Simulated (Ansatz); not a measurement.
CuI (zinc blende, F-43m), the program Ansatz at the PBEsol level (PAW). The conduction-band minimum lies at Γ, with 1 equivalent valley. Second derivatives d²E/dk² of the lowest band at one valley (eV·Å²), along Cartesian directions:

```csv
direction,d²E/dk²
[100],53.73
[010],53.73
[001],53.73
[110],53.68
[101],53.68
[011],53.68
```

Task: Find the principal effective masses, the density-of-states mass and the conductivity mass.

Result: Off-diagonal terms follow from H_xy = H[110] − (H_xx + H_yy)/2, and m*/mₑ = 7.620 eV·Å² over each eigenvalue: 0.14, 0.14, 0.14. One valley's DOS mass (m₁m₂m₃)^(1/3) = 0.14, conductivity mass 3/(Σ 1/mᵢ) = 0.14 mₑ.

Task: What effective density of states Nc follows at 300 K for parabolic valleys?

Result: Nc = 2.509e19 × 1 × (0.14)^(3/2) ≈ 1.3e18 cm⁻³.

The cell was relaxed with PBEsol under the symmetry of its start. The run is not spin-polarised. Scalar-relativistic: spin–orbit coupling is off unless named, which matters more the heavier the elements.

Potentials: the later of the program's two PAW sets.

Edges and masses are those of Kohn–Sham bands, whose gap is no quasiparticle gap.
